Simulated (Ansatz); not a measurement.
## How close does DFT come to the measured hyperfine parameters of Bi2Se3?

**The experiment to reproduce.**

“Hyperfine coupling and spin polarization in the bulk of the topological insulator Bi2Se3”, 2014, arxiv:1407.1040 reports, for a bulk crystal: ν_Q of ²⁰⁹Bi 176 ± 2 kHz. On the ν_Q of ²⁰⁹Bi: satellite line spacing, not the full coupling constant e2qQ/h; common value for three n-doped samples.

Cell of run 1: a structure deposited in the COD whose atoms were relaxed with PBE, the cell held.

```cif
data_structure
_symmetry_space_group_name_H-M 'P 1'
_symmetry_Int_Tables_number 1
_cell_length_a 9.4200
_cell_length_b 9.4200
_cell_length_c 9.4200
_cell_angle_alpha 24.080
_cell_angle_beta 24.080
_cell_angle_gamma 24.080
_cell_volume 122.28
loop_
_atom_site_label
_atom_site_type_symbol
_atom_site_fract_x
_atom_site_fract_y
_atom_site_fract_z
_atom_site_occupancy
Bi1 Bi 0.59732 0.59732 0.59732 1
Bi2 Bi 0.40268 0.40268 0.40268 1
Se3 Se 0.79544 0.79544 0.79544 1
Se4 Se 0.20456 0.20456 0.20456 1
Se5 Se 0.00000 0.00000 0.00000 1
```

Atoms are numbered from 1 in the order listed; like atoms form one site, named after its first atom.

All runs are DFT with Ansatz 0.2.0 (plane waves and PAW, scalar-relativistic unless spin–orbit coupling is named, Γ-centred meshes, Fermi–Dirac smearing) in this cell.

Run 1: PBE, atoms relaxed; 420 eV, 14×14×14 k-points, smearing 0.05 eV.
Run 2: r2SCAN, at the relaxed atoms; 500 eV, 14×14×14 k-points, smearing 0.05 eV.
Run 3: PBE with spin–orbit coupling, at the relaxed atoms; 420 eV, 14×14×14 k-points, smearing 0.05 eV.
Run 4: LDA, at the relaxed atoms; 420 eV, 14×14×14 k-points, smearing 0.05 eV.
Run 5: PBEsol, at the relaxed atoms; 420 eV, 14×14×14 k-points, smearing 0.05 eV.

²⁰⁹Bi: I = 9/2, Q = -516.0 mb (Pyykkö 2018). C_Q = eQV_zz/h. ν_Q = 3|C_Q|/[2I(2I − 1)].

Question: How well do the runs reproduce the measured values?

Answer: 

```
    quantity  unit  measured  run 1  run 2  run 3  run 4  run 5
ν_Q of ²⁰⁹Bi   MHz     0.176   1.32   1.57   1.57   1.41   1.32
```

For the ν_Q of ²⁰⁹Bi, the closest is runs 1, 5 (+649 %), the farthest runs 2, 3 (+793 %).

The runs hold the atoms at rest, while the measurements include thermal motion.

Newer work puts Q(²⁰⁹Bi) near −420 mb, which would lower these couplings by about a fifth. Semilocal functionals make gaps too small and can close them, so the real compound need not be a metal. In runs 2, 3, 4 the gap is small for the k-mesh or the smearing, and small gradients can still move by 0.1 × 10²¹ V/m² or more. In runs 1, 5 there is no gap above 0.1 eV, so the gradients can move by 10 % or more with the k-mesh. In run 2 the atoms aren't at the calculated equilibrium (largest force 0.37 eV/Å). The cell isn't the equilibrium one in runs 1, 2, 3, 4, 5 (calculated pressure 12, 11, 12, 7, 8 GPa), and the entry's cell may itself be off.
